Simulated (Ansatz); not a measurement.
FeNi3, first-principles data

FeNi3:
```xyz
4
Lattice="3.5142 0.0000 0.0000 0.0000 3.5142 0.0000 0.0000 0.0000 3.5142" Properties=species:S:1:pos:R:3 pbc="T T T"
Fe     0.0000     0.0000     0.0000
Ni     0.0000     1.7571     1.7571
Ni     1.7571     0.0000     1.7571
Ni     1.7571     1.7571     0.0000
```
The run is spin-polarised; directions of the spins, atom by atom: ↑ ↑ ↑ ↑.

Space group Pm-3m (No. 221), Cu3Au type; conventional cell a = b = c = 3.5142 Å, α = β = γ = 90.00°.

Method: r²SCAN in the plane-wave PAW code Ansatz. Geometry: relaxed at this level of theory. Other levels are named where they apply.

Cell and energy:

Volume per atom: 10.85 Å³
Density: 8.87 g/cm³
Formation energy from the elements (no fitted shifts): -0.13 eV/atom

Electronic structure:

* **Electronic character**: metallic (no gap)
* **Density of states at the Fermi level**: 0.63 states/eV per atom (mean over ±0.08 eV)

Magnetism:

* **Magnetic order**: ferromagnetic
* **Net moment**: 1.32 μB per atom

Mechanics:

- Bulk modulus (Birch–Murnaghan fit) = 212 GPa
- Pressure derivative B′ = 4.7
- Elastic constants (relaxed ions, GPa) = C11 = 298, C12 = 167, C44 = 147
- Mechanical stability = stable (all eigenvalues of C positive)
- Hill bulk and shear moduli = 211 and 106 GPa
- Young's modulus = 273 GPa
- Poisson's ratio = 0.28
- Debye temperature from the elastic constants = 519 K

Charges:

- Bader charges: Fe +0.52, Ni -0.17 e

The cell was relaxed with r²SCAN under the symmetry of its start. Magnetic state: ferromagnetic, chosen from 5 collinear starts compared on coarse meshes (ties went to the first, and starts can fall back to one state), not a proven ground state. Textbook magnetic order: ferromagnetic. Other orbital occupations within this spin state were not tried. For itinerant 3d metals, meta-GGAs of the SCAN family and hybrids are commonly reported to give too large moments. As this level gives no gap, shear constants depend on the k-mesh and smearing (Fermi–Dirac, 0.1 eV here). The references are the lowest solids computed at this level, not always the standard phases.

Potentials: the later of the program's two PAW sets.
